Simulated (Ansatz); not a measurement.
**BaTiO3 (tetragonal-perovskite type, space group P4mm): scan of one atom of the cell**

Starting cell, BaTiO3 (tetragonal-perovskite type, space group P4mm):

```yaml
crystal:
  lattice:
    - [3.97219, 0.00000, 0.00000]
    - [0.00000, 3.97219, 0.00000]
    - [0.00000, 0.00000, 4.11302]
  atoms:
    - { symbol: Ti, position: [0.50000, 0.50000, 0.45235] }
    - { symbol: Ba, position: [0.00000, 0.00000, 0.93424] }
    - { symbol: O, position: [0.50000, 0.50000, 0.89516] }
    - { symbol: O, position: [0.50000, 0.00000, 0.41213] }
    - { symbol: O, position: [0.00000, 0.50000, 0.41213] }
```

Scan: atom 5 (O, nearest neighbour Ti at 1.993 Å; its periodic images, 4.0 Å or more away, move with it) is displaced along Cartesian [111], direction (0.577, 0.577, 0.577) in Cartesian axes, by s. The other atoms stay.

All values below come from r2SCAN (plane waves to 500 eV, PAW, scalar-relativistic; Ansatz, a program for electronic structure). k mesh 7×7×7 (Γ-centred), Fermi-Dirac smearing 0.05 eV. Energies are smeared free energies. Stress and pressure are positive under compression. F∥ is the force on the atom along that direction. F⊥ is the part of the force across the line. BaTiO3 is run without spin polarisation. BaTiO3 was relaxed with its symmetry unable to fall. The zero of ΔE is the undisplaced structure.

| s (Å) | ΔE (meV/cell) | P (GPa) | F∥ (eV/Å) | |F⊥| (eV/Å) |
|---|---|---|---|---|
| -0.400 | 530 | 3.89 | 2.867 | 0.323 |
| -0.320 | 328 | 2.46 | 2.175 | 0.190 |
| -0.240 | 180 | 1.34 | 1.553 | 0.096 |
| -0.160 | 78 | 0.54 | 0.995 | 0.041 |
| -0.080 | 19 | 0.09 | 0.485 | 0.016 |
| 0.000 | 0 | 0.00 | 0.000 | 0.000 |
| 0.080 | 19 | 0.27 | -0.487 | 0.038 |
| 0.160 | 79 | 0.91 | -1.004 | 0.132 |
| 0.240 | 181 | 1.91 | -1.574 | 0.311 |
| 0.320 | 332 | 3.26 | -2.215 | 0.594 |
| 0.400 | 538 | 4.95 | -2.935 | 0.992 |

Derived quantities:

```
Property                                                                                                                                              Value
--------------------------------------------------------  -------------------------------------------------------------------------------------------------
Energy at s = 0.400 Å                                                                                                                          538 meV/cell
Force along the line at s = -0.400 Å                                                                                                              2.87 eV/Å
Shape of the curve                                                                           a single well with its minimum at or next to zero displacement
Force constant k = d²E/ds² at s = 0 (finite differences)                                                                                         6.01 eV/Å²
Harmonic estimate at the end of the scan                  ½ks² = 481 meV/cell against the computed 538 meV/cell, so the well is stiffer than harmonic there
```

(A displaced cell: forces are minus the slopes of the energy, force constants its curvatures, and phonons follow from these.)
